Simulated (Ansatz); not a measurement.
# HfSi2O6 (C2) at 2 levels of theory

One geometry, relaxed with PBE; plane waves with PAW potentials in Ansatz, scalar-relativistic. No spin polarisation. Gaps are the least over mesh and band path; pressure is positive in compression.

```
Hf Si O
1.0
     4.95536   -2.50794    0.00000
     4.95536    2.50794    0.00000
    -0.17645    0.00000    5.88222
Hf Si O
1 2 6
Direct
  0.45879 0.54121 0.00000
  0.51940 0.98656 0.65518
  0.01344 0.48060 0.34482
  0.79160 0.42957 0.20228
  0.30484 0.15509 0.43188
  0.57043 0.20840 0.79772
  0.12594 0.62858 0.18263
  0.84491 0.69516 0.56812
  0.37142 0.87406 0.81737
```

| level | cutoff (eV) | k mesh | gap (eV) | pressure (GPa) |
| --- | --- | --- | --- | --- |
| PBE | 420 | 6×6×4 | 5.03 | 0.0 |

Problem. What comes out on the same cell with r2SCAN?

Solution.
| level | cutoff (eV) | k mesh | gap (eV) | pressure (GPa) |
| --- | --- | --- | --- | --- |
| r2SCAN | 500 | 6×6×4 | 5.57 | -3.9 |

Spin-orbit coupling matters for the bands of heavy elements and is left out.

It was reached by relaxing an invented guess, and it needn't be the stable form of this composition.
